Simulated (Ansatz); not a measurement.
Total density of states per atom from PBE+D3(BJ) (plane waves, PAW; program Ansatz), in 0.25 eV bins, energy from the Fermi level:

```csv
E (eV),states/eV/atom
-7.85,0.08
-7.60,0.09
-7.35,0.10
-7.10,0.11
-6.85,0.13
-6.60,0.14
-6.35,0.16
-6.10,0.18
-5.85,0.21
-5.60,0.26
-5.35,0.44
-5.10,0.63
-4.85,0.78
-4.60,0.98
-4.35,1.19
-4.10,1.13
-3.85,1.24
-3.60,1.58
-3.35,1.50
-3.10,1.25
-2.85,2.02
-2.60,2.02
-2.35,2.48
-2.10,2.11
-1.85,1.32
-1.60,1.48
-1.35,2.03
-1.10,2.15
-0.85,2.82
-0.60,3.32
-0.35,1.04
-0.10,0.86
0.15,0.84
0.40,0.83
0.65,0.92
0.90,1.30
1.15,1.99
1.40,1.24
1.65,0.36
1.90,0.33
2.15,0.32
2.40,0.30
2.65,0.29
2.90,0.27
3.15,0.25
3.40,0.25
3.65,0.25
3.90,0.24
4.15,0.23
4.40,0.23
4.65,0.22
```

Which of these materials gives this?
A. I, molecular I2 type
B. As, A7 (α-As type)
C. Co, hcp (Mg type)
D. P, black phosphorus

C, Co, hcp (Mg type). Within 0.5 eV of the Fermi level: Co 3d 91 %, Co 4s 6 %. Projections are on Löwdin-orthogonalised atomic valence shells; empty p or d shells of many metals are not among them.

Space group P6_3/mmc (hcp (Mg type)). The cell was relaxed with PBE+D3(BJ) under the symmetry of its start. The final state is ferromagnetic, chosen from 5 collinear starts compared on coarse meshes (ties went to the first, and starts can fall back to one state), not a proven ground state. Textbook magnetic order: ferromagnetic. The pairwise dispersion correction was not fitted to metals.

Potentials: the earlier of the program's two PAW sets.
